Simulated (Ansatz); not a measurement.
BAs in space group P4_2/mnm (No. 136; B on 4g, As on 4f) at seven volumes, PBE (plane waves, PAW; program Ansatz), shape and atoms relaxed at each. One row is withheld.

```json
[
 {"V (Å³/atom)": "13.372", "P (GPa)": "13.75"},
 {"V (Å³/atom)": "13.813", "P (GPa)": "8.45"},
 {"V (Å³/atom)": "14.253", "P (GPa)": "3.90"},
 {"V (Å³/atom)": "14.694", "P (GPa)": "0.00"},
 {"V (Å³/atom)": "15.135", "P (GPa)": "?"},
 {"V (Å³/atom)": "15.576", "P (GPa)": "-6.21"},
 {"V (Å³/atom)": "16.017", "P (GPa)": "-8.67"}
]
```

Problem. Fit the shown pressures and predict the withheld one.

Solution. P = (3/2)B₀(x^(7/2) − x^(5/2))[1 + (3/4)(B′ − 4)(x − 1)] with x = (V₀/V)^(2/3). Least squares on the six rows gives V₀ = 14.695 Å³/atom, B₀ = 120 GPa, B′ = 4.11. At V = 15.135, x = 0.9805 and P = -3.33 GPa. The run itself gave -3.35 GPa.

The start of the workflow was typed in or built on a structure type; neither database checked (COD, Materials Project) lists it. It is not the phase usual at ambient conditions (space group No. 216). The PBE relaxation kept the symmetry of its start; whether a distortion lowers the energy is not shown.

Potentials: the later of the program's two PAW sets.
